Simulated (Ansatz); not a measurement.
A geometry of HfO₂ away from equilibrium: step 12 of the relaxation of a generated trial cell of HfO2 in the AFLOW prototype A2B_hP9_147_g_ad (B_b, as in ZnAg2). The numbers are results of r2SCAN (plane waves to 500 eV, PAW, scalar-relativistic; Ansatz, a quantum-chemistry and plane-wave program), not measurements. Γ-centred k-mesh 4×4×9 on the run's cell (coarser than for final values), Fermi–Dirac smearing 0.05 eV.

```
CELL_PARAMETERS angstrom
      5.58580     0.00000     0.00000
     -2.79290     4.83744     0.00000
      0.00000     0.00000     3.34346
ATOMIC_POSITIONS crystal
  Hf 0.00000 0.00000 0.00000
  Hf 0.66667 0.33333 0.73711
  Hf 0.33333 0.66667 0.26289
  O  0.62144 0.69918 0.75230
  O  0.07773 0.37856 0.75230
  O  0.30082 0.92227 0.75230
  O  0.37856 0.30082 0.24770
  O  0.92227 0.62144 0.24770
  O  0.69918 0.07773 0.24770
```

**Question.** Which atoms carry the largest force, and which way does it point?

**Answer.** 0.01 eV/Å, on O4, O5, O6, O7, O8, O9 (atoms numbered as listed); on O5 its components are (0.00, -0.01, 0.00).

**Question.** What is the pressure?

**Answer.** +2.4 GPa, compression positive.

**Question.** How much energy per atom can still be gained by relaxing?

**Answer.** 0.01 eV/atom; the path ends in P-3 (No. 147).

No spin polarisation in the result.

The run could not lose the symmetry of its start, so the end can be a saddle point.

The end of the path is a generated cell of HfO2: the first start was made by placing the elements on the sites of a structure type, and the end was not matched to a known phase here, so it may be hypothetical. Known forms of HfO2 include space group No. 14, 29, 137, 225.
